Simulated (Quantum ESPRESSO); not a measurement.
Mg2ZnCaO4, input and log of a self-consistent run

Computed values, not a measurement. The program is pw.x of Quantum ESPRESSO 7.5 (plane-wave density functional theory). The cell is made up: 8 atoms on a rocksalt lattice, with randomly drawn elements, strain and displacements, not relaxed. PseudoDojo standard norm-conserving files (v0.5 for PBE, v0.4.1 for LDA and PBEsol) set the functional; there is no spin polarisation, spin-orbit coupling or dispersion term, and the masses in the input are unused placeholders.

Input:

```
&control calculation='scf', pseudo_dir='./dojo.nc.sr.pbe.v0_5.standard.upf', outdir='./o', disk_io='low', tprnfor=.true., tstress=.true. /
&system ibrav=0, nat=8, ntyp=4, nbnd=43, ecutwfc=105.61755193, nosym=.true., tot_charge=0,
 occupations='smearing', smearing='fd', degauss=0.0018374661
/
&electrons conv_thr=7.350e-09, electron_maxstep=60, /
ATOMIC_SPECIES
Ca 1.0 Ca.upf
Mg 1.0 Mg.upf
O 1.0 O.upf
Zn 1.0 Zn.upf
CELL_PARAMETERS angstrom
4.5078 0.0146 0.0488
0.0146 4.4823 -0.0318
0.0488 -0.0318 4.5345
ATOMIC_POSITIONS angstrom
Mg 0.0474 0.0161 0.0144
Mg 0.1089 2.3413 2.2631
Zn 2.343 -0.0689 2.2156
Ca 2.3036 2.3053 0.0068
O 2.2513 0.0747 0.0305
O 2.3316 2.2026 2.2998
O 4.5522 -0.0022 2.3711
O 4.5539 2.2694 0.0617
K_POINTS automatic
6 6 6 1 1 1
```

The log is shortened where brackets say so; the opening notice, blank lines, dates and the lines on written files are dropped, and the path of the files is cut. It prints rydbergs, bohrs and kilobars, and counts compression as positive stress.

```
     Program PWSCF v.7.5
     Parallel version (MPI & OpenMP), running on       4 processor cores
     Number of MPI processes:                 4
     Threads/MPI process:                     1
     [start-up lines left out]
     bravais-lattice index     =            0
     lattice parameter (alat)  =       8.5191  a.u.
     unit-cell volume          =     618.1794 (a.u.)^3
     number of atoms/cell      =            8
     number of atomic types    =            4
     number of electrons       =        74.00
     number of Kohn-Sham states=           43
     kinetic-energy cutoff     =     105.6176  Ry
     charge density cutoff     =     422.4702  Ry
     scf convergence threshold =      7.3E-09
     mixing beta               =       0.7000
     number of iterations used =            8  plain     mixing
     Exchange-correlation= PBE
                           (   1   4   3   4   0   0   0)
     [axes and pseudopotential details left out]
   Cartesian axes
     site n.     atom                  positions (alat units)
         1        Mg     tau(   1) = (   0.0105144   0.0035714   0.0031943  )
         2        Mg     tau(   2) = (   0.0241566   0.5193555   0.5020089  )
         3        Zn     tau(   3) = (   0.5197326  -0.0152836   0.4914722  )
         4        Ca     tau(   4) = (   0.5109927   0.5113698   0.0015084  )
         5        O      tau(   5) = (   0.4993913   0.0165702   0.0067656  )
         6        O      tau(   6) = (   0.5172038   0.4885885   0.5101498  )
         7        O      tau(   7) = (   1.0097851  -0.0004880   0.5259658  )
         8        O      tau(   8) = (   1.0101622   0.5034063   0.0136865  )
     number of k points=   108  Fermi-Dirac smearing, width (Ry)=  0.0018
     Number of k-points >= 100: set verbosity='high' to print them.
     Dense  grid:    90607 G-vectors     FFT dimensions: (  60,  60,  60)
     Estimated max dynamical RAM per process >     323.69 MB
     Estimated total dynamical RAM >       1.20 GB
     Initial potential from superposition of free atoms
     starting charge      73.9933, renormalised to      74.0000
     Starting wfcs are   41 randomized atomic wfcs +    2 random wfcs
     total cpu time spent up to now is        4.3 secs
     per-process dynamical memory:   274.7 Mb
     Self-consistent Calculation
     iteration #  1     ecut=   105.62 Ry     beta= 0.70
     Davidson diagonalization with overlap
     ethr =  1.00E-02,  avg # of iterations =  6.3
     total cpu time spent up to now is       13.6 secs
     total energy              =    -865.15283670 Ry
     estimated scf accuracy    <       1.94797185 Ry
     iteration #  2     ecut=   105.62 Ry     beta= 0.70
     Davidson diagonalization with overlap
     ethr =  2.63E-03,  avg # of iterations =  3.8
     total cpu time spent up to now is       22.8 secs
     total energy              =    -865.51380786 Ry
     estimated scf accuracy    <       2.97533402 Ry
     iteration #  3     ecut=   105.62 Ry     beta= 0.70
     Davidson diagonalization with overlap
     ethr =  2.63E-03,  avg # of iterations =  3.1
     total cpu time spent up to now is       30.8 secs
     total energy              =    -866.07332092 Ry
     estimated scf accuracy    <       0.02743809 Ry
     iteration #  4     ecut=   105.62 Ry     beta= 0.70
     Davidson diagonalization with overlap
     ethr =  3.71E-05,  avg # of iterations =  5.8
     total cpu time spent up to now is       41.2 secs
     total energy              =    -866.08497238 Ry
     estimated scf accuracy    <       0.03633675 Ry
     iteration #  5     ecut=   105.62 Ry     beta= 0.70
     Davidson diagonalization with overlap
     ethr =  3.71E-05,  avg # of iterations =  2.2
     total cpu time spent up to now is       48.4 secs
     total energy              =    -866.09015809 Ry
     estimated scf accuracy    <       0.00261635 Ry
     [iterations 6 to 7 left out]
     iteration #  8     ecut=   105.62 Ry     beta= 0.70
     Davidson diagonalization with overlap
     ethr =  4.24E-08,  avg # of iterations =  2.2
     total cpu time spent up to now is       73.3 secs
     total energy              =    -866.09067272 Ry
     estimated scf accuracy    <       0.00000782 Ry
     iteration #  9     ecut=   105.62 Ry     beta= 0.70
     Davidson diagonalization with overlap
     ethr =  1.06E-08,  avg # of iterations =  2.0
     total cpu time spent up to now is       80.9 secs
     total energy              =    -866.09067378 Ry
     estimated scf accuracy    <       0.00000034 Ry
     iteration # 10     ecut=   105.62 Ry     beta= 0.70
     Davidson diagonalization with overlap
     ethr =  4.59E-10,  avg # of iterations =  4.4
     total cpu time spent up to now is       89.8 secs
     total energy              =    -866.09067392 Ry
     estimated scf accuracy    <       0.00000013 Ry
     iteration # 11     ecut=   105.62 Ry     beta= 0.70
     Davidson diagonalization with overlap
     ethr =  1.80E-10,  avg # of iterations =  2.0
     total cpu time spent up to now is       97.7 secs
     total energy              =    -866.09067393 Ry
     estimated scf accuracy    <       0.00000004 Ry
     iteration # 12     ecut=   105.62 Ry     beta= 0.70
     Davidson diagonalization with overlap
     ethr =  5.17E-11,  avg # of iterations =  2.5
     total cpu time spent up to now is      105.7 secs
     End of self-consistent calculation
     [lines on levels left out]
!    total energy              =    -866.09067393 Ry
     estimated scf accuracy    <          1.7E-09 Ry
     smearing contrib. (-TS)   =       0.00000000 Ry
     internal energy E=F+TS    =    -866.09067393 Ry
     The total energy is F=E-TS. E is the sum of the following terms:
     one-electron contribution =    -510.63327704 Ry
     hartree contribution      =     279.84481254 Ry
     xc contribution           =    -125.33646962 Ry
     ewald contribution        =    -509.96573981 Ry
     convergence has been achieved in  12 iterations
     Forces acting on atoms (cartesian axes, Ry/au):
     atom    1 type  2   force =     0.00084729    0.01381539   -0.00513903
     atom    2 type  2   force =    -0.00535615   -0.02548762    0.00137079
     atom    3 type  4   force =    -0.00053623    0.01974265    0.00916899
     atom    4 type  1   force =     0.00173637   -0.01318816    0.00144229
     atom    5 type  3   force =     0.00423752   -0.01928043    0.01079345
     atom    6 type  3   force =    -0.00306254    0.01734514   -0.01155013
     atom    7 type  3   force =     0.00109204   -0.00404553   -0.00867437
     atom    8 type  3   force =     0.00104170    0.01109857    0.00258801
     Total force =     0.052201     Total SCF correction =     0.000019
     Computing stress (Cartesian axis) and pressure
          total   stress  (Ry/bohr**3)                   (kbar)     P=      -42.52
  -0.00027617  -0.00003611  -0.00013929          -40.63       -5.31      -20.49
  -0.00003611  -0.00024780   0.00010080           -5.31      -36.45       14.83
  -0.00013929   0.00010080  -0.00034317          -20.49       14.83      -50.48
     init_run     :      3.40s CPU      3.55s WALL (       1 calls)
     electrons    :    101.13s CPU    101.46s WALL (       1 calls)
     forces       :      1.34s CPU      1.35s WALL (       1 calls)
     stress       :      4.71s CPU      4.71s WALL (       1 calls)
     [timing details left out]
     PWSCF        :   1m51.37s CPU   1m51.88s WALL
     JOB DONE.
```

In other units: free energy -11783.764 eV for the cell, pressure -4.25 GPa, largest force component 0.655 eV/Å. This run is the check on a run of the same cell at 1143 eV and a 4 x 4 x 4 mesh: rerunning at 1437 eV and a 6 x 6 x 6 mesh moved values by no more than 0.002 eV in energy, 0.04 GPa in stress and 0.010 eV/Å in force.